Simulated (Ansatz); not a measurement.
InCu:
```cif
data_Cu2In2
_chemical_formula_sum 'In2 Cu2'
_space_group_name_H-M_alt 'P 1'
_space_group_IT_number 1
_cell_length_a 4.15747
_cell_length_b 4.15747
_cell_length_c 4.88370
_cell_angle_alpha 90.000
_cell_angle_beta 90.000
_cell_angle_gamma 120.000
loop_
_space_group_symop_operation_xyz
  'x, y, z'
loop_
_atom_site_label
_atom_site_type_symbol
_atom_site_fract_x
_atom_site_fract_y
_atom_site_fract_z
_atom_site_occupancy
In1 In 0.33333 0.66667 0.25000 1
In2 In 0.66667 0.33333 0.75000 1
Cu1 Cu 0.00000 0.00000 0.50000 1
Cu2 Cu 0.00000 0.00000 0.00000 1
```

Relaxed with PBEsol.

**Question.** Which orbitals make up the states near the Fermi level in DFT-PBEsol in the program Ansatz with PAW potentials?

**Answer.** Within 0.5 eV of the Fermi level: In 5p 64 %, Cu 3d 13 %, In 5s 12 %, Cu 4s 5 %, outside the projected shells 5 %. Projections are on Löwdin-orthogonalised atomic valence shells; empty p or d shells of many metals are not among them.

**Question.** Tabulate the density of states.

**Answer.** States/eV per cell of 4 atoms, in 0.25 eV bins, energy from the Fermi level.

```tsv
E (eV)	total	Cu 3d	In 5p	In 5s
-7.85	0.61	0.01	0.20	0.23
-7.60	0.69	0.01	0.23	0.26
-7.35	0.74	0.02	0.25	0.29
-7.10	0.81	0.03	0.28	0.32
-6.85	0.90	0.05	0.31	0.35
-6.60	0.89	0.06	0.29	0.36
-6.35	1.04	0.09	0.31	0.48
-6.10	1.23	0.15	0.32	0.59
-5.85	1.65	0.30	0.34	0.82
-5.60	1.95	0.49	0.29	1.00
-5.35	1.18	0.37	0.19	0.52
-5.10	0.85	0.33	0.14	0.31
-4.85	0.82	0.38	0.13	0.22
-4.60	2.33	1.30	0.49	0.31
-4.35	2.29	1.42	0.48	0.19
-4.10	3.12	2.21	0.63	0.12
-3.85	11.72	9.98	1.39	0.10
-3.60	5.96	5.32	0.45	0.05
-3.35	11.94	10.70	0.86	0.08
-3.10	18.02	17.11	0.52	0.07
-2.85	12.30	11.31	0.43	0.16
-2.60	7.51	6.70	0.31	0.24
-2.35	6.09	5.20	0.35	0.37
-2.10	2.10	1.18	0.44	0.34
-1.85	1.66	0.73	0.47	0.31
-1.60	1.50	0.49	0.56	0.28
-1.35	1.40	0.38	0.62	0.24
-1.10	1.43	0.32	0.73	0.22
-0.85	1.55	0.27	0.88	0.22
-0.60	1.61	0.24	0.97	0.22
-0.35	1.72	0.30	1.02	0.21
-0.10	1.74	0.24	1.11	0.20
0.15	1.79	0.21	1.19	0.20
0.40	1.58	0.16	1.06	0.17
0.65	1.38	0.13	0.93	0.15
0.90	1.16	0.10	0.77	0.14
1.15	1.04	0.09	0.67	0.15
1.40	1.04	0.08	0.63	0.17
1.65	1.09	0.08	0.64	0.21
1.90	1.19	0.09	0.68	0.24
2.15	1.44	0.10	0.81	0.30
2.40	1.44	0.09	0.80	0.29
2.65	1.09	0.06	0.60	0.20
2.90	0.99	0.05	0.55	0.18
3.15	1.50	0.08	0.83	0.25
3.40	1.69	0.08	0.97	0.24
3.65	1.48	0.06	0.87	0.19
3.90	1.18	0.05	0.69	0.15
4.15	1.26	0.05	0.73	0.15
4.40	1.52	0.05	0.80	0.15
4.65	2.00	0.06	1.01	0.15
```

Space group P6_3/mmc (NiAs type). The workflow started from a Materials Project entry (that database holds measured and hypothetical structures alike); the Crystallography Open Database copy checked does not list it. Its standing as an ambient phase is unchecked. The cell was relaxed with PBEsol under the symmetry of its start; its stability against distortions is not shown here. The run is not spin-polarised. Spin–orbit coupling is left out wherever it is not named.

Potentials: the later of the program's two PAW sets.
